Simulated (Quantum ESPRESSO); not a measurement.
## Kohn-Sham bands of NbAs (I4₁md)

```yaml
crystal:
  lattice:
    - [0.00000, -3.46654, 0.00000]
    - [3.46654, 0.00000, 0.00000]
    - [-1.73327, 1.73327, 5.90503]
  atoms:
    - { symbol: Nb, position: [0.49972, 0.49972, 0.99944] }
    - { symbol: Nb, position: [0.24972, 0.74972, 0.49944] }
    - { symbol: As, position: [0.91728, 0.91728, 0.83456] }
    - { symbol: As, position: [0.66728, 0.16728, 0.33456] }
```

Materials Project entry mp-2059; symmetrised, unrelaxed at this level. COD (Crystallography Open Database) has an entry of this formula and space group (matched by these alone). Computed values, not measurements, from PBE: Quantum ESPRESSO (norm-conserving PseudoDojo potentials, cutoff 68 Ry, no spin polarisation, no spin-orbit coupling) on a Γ-centred 6×6×6 mesh, then Wannier90. Density: 10×10×10 mesh, cold smearing 0.01 Ry. Spin-orbit coupling, left out, would split the p-like bands by a few tenths of an eV.

Energies are relative to the Fermi level; weights are on the orthonormalised atomic waves of the pseudopotential files, averaged over the group. 56 electrons a cell are treated as valence.

### Question
Into which isolated groups do the bands fall, where do they lie and what are they made of?

### Answer
| bands | from (eV) | to (eV) | filling | weight on atomic waves |
|---|---|---|---|---|
| 1–2 | -55.18 | -55.14 | filled | Nb 4s 96 % |
| 3–12 | -35.66 | -35.60 | filled | As 3d 100 % |
| 13–18 | -31.48 | -31.09 | filled | Nb 4p 98 % |
| 19–20 | -13.12 | -10.66 | filled | As 4s 67 %, Nb 4d 16 %, Nb 5s 12 % |

No gap over 0.05 eV opens at the Fermi level at this level of theory.
